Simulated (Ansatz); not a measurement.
BeS:
```
BeS
1.0
    3.44991     0.00000     0.00000
   -1.72496     2.98771     0.00000
    0.00000     0.00000     7.83182
Be S
3 3
Direct
  0.00000   0.50000   0.33333
  0.50000   0.50000   0.66667
  0.50000   0.00000   0.00000
  0.00000   0.50000   0.83333
  0.50000   0.50000   0.16667
  0.50000   0.00000   0.50000
```

Relaxed with r²SCAN. Special points in fractions of this cell's reciprocal vectors: Γ (0.000, 0.000, 0.000); M (0.500, 0.000, 0.000); K (0.333, 0.333, 0.000); A (0.000, 0.000, 0.500); L (0.500, 0.000, 0.500); H (0.333, 0.333, 0.500).

Q: List the band energies nearest the valence-band maximum at these points for the program Ansatz at the r²SCAN level (PAW).

A: In eV from the valence-band maximum; about four levels below and three above (degenerate sets whole), none deeper than 8.9 eV; points with the same levels are listed once.

```json
[
 {"k": "Γ", "below": "-0.65 -0.65 -0.30 0.00", "above": "4.67 4.67 5.54"},
 {"k": "M", "below": "-2.26 -2.20 -1.76 -1.69", "above": "3.18 3.42 4.31"},
 {"k": "K", "below": "-3.95 -3.95 -2.57 -1.74 -1.74", "above": "4.49 4.78 4.78"},
 {"k": "A", "below": "-0.72 -0.44 -0.44 -0.38", "above": "4.14 5.72 5.81 5.81"},
 {"k": "L", "below": "-2.48 -2.01 -1.69 -1.27", "above": "3.69 4.36 4.60"},
 {"k": "H", "below": "-3.34 -3.34 -2.66 -1.20", "above": "4.90 5.57 6.50 6.50"}
]
```

Space group P6_422. The start of the workflow was typed in or built on a structure type; neither database checked (COD, Materials Project) lists it. COD files the formula under space group No. 216, so this cell is another polymorph or a model. Its standing as an ambient phase is unchecked. The r²SCAN relaxation kept the symmetry of its start; its stability against distortions is not shown here.

Potentials: the earlier of the program's two PAW sets.
